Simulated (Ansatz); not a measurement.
SiC:
```
CELL_PARAMETERS angstrom
      0.00000     2.17463     2.17463
      2.17463     0.00000     2.17463
      2.17463     2.17463     0.00000
ATOMIC_POSITIONS crystal
  Si 0.75000 0.75000 0.75000
  C  0.00000 0.00000 0.00000
```

Relaxed with HSE06.

Give the Bader charges and basin volumes of the independent atoms, plane-wave PAW HSE06 (Ansatz code).



```json
[
 {"atom": "Si1", "Bader charge (e)": "+2.86", "Bader volume (Å³)": "4.3"},
 {"atom": "C2", "Bader charge (e)": "-2.86", "Bader volume (Å³)": "16.3"}
]
```

Space group F-43m (zinc blende). Symmetry was held in the HSE06 relaxation.

Potentials: the earlier of the program's two PAW sets. The files were generated under PBE; for other functionals the program regenerates the frozen cores, and for LDA and PBEsol the local potential too.
